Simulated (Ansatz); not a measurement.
# InSb2: start and end of a relaxation

A trial structure of InSb2 was built thus: random cell by space group and Wyckoff sites (P6/mmm, No. 191). Lengths were set from tabulated atomic sizes, so they are only a guess.

start:

Space group P6/mmm (No. 191). a = 5.680 Å, b = 5.680 Å, c = 3.722 Å, α = 90.00°, β = 90.00°, γ = 120.00°
```tsv
atom	site	symmetry	x	y	z
In	1b	6/mmm	0.0000	0.0000	0.5000
Sb	2d	-6m2	0.3333	0.6667	0.5000
```

Level of theory: DFT PBE, scalar-relativistic, plane waves, PAW in Ansatz. Cutoff 420 eV, Gaussian smearing, Γ-centred meshes. Cell and atoms relax first on a coarse mesh and then on a finer one. In between, the cell is made exact in the group found at 0.06 Å. In metals the finer mesh still leaves noise of several meV/atom or more. The steps can't lower the symmetry of their start. No spin polarisation.

end:

Space group P6/mmm (No. 191). a = 5.708 Å, b = 5.708 Å, c = 3.061 Å, α = 90.00°, β = 90.00°, γ = 120.00°
```json
{"atom": "In", "site": "1b", "symmetry": "6/mmm", "x": "0.0000", "y": "0.0000", "z": "0.5000"}
{"atom": "Sb", "site": "2d", "symmetry": "-6m2", "x": "0.3333", "y": "0.6667", "z": "0.5000"}
```

The symmetry stays P6/mmm (No. 191). The volume per atom shrinks by 16.9 %, from 34.7 to 28.8 Å³. The shortest distance goes from 3.28 Å (In–Sb and Sb–Sb) to 3.06 Å (In–In and Sb–Sb). The ratio c/a of the conventional cell changes by a factor of 0.82. The energy falls by about 0.20 eV/atom (the start's value is from the coarse mesh).

| Quantity | Value |
| --- | --- |
| Volume per atom | 28.80 Å³ |
| Density | 6.89 g/cm³ |
| Formation energy | +0.10 eV/atom |
| Gap on the 12×12×16 mesh of the 3-atom cell | 0 eV (a metal) |

Formation energies are uncorrected and refer to the elements' standard structures at the same level. A positive value: parting into the elements would lower its energy.

The last run used Gaussian smearing of 0.10 eV. Spin–orbit coupling, which can matter for Sb, is left out. Symmetry constrained the relaxation, so the result can be a saddle point. In all, the 3 runs took 110 s on 1 thread of Arm Neoverse V2, with other jobs on the host. Another cell of InSb2 relaxed alike, in P4/mmm, lies 29 meV/atom lower, so this cell isn't the stable form at this level.
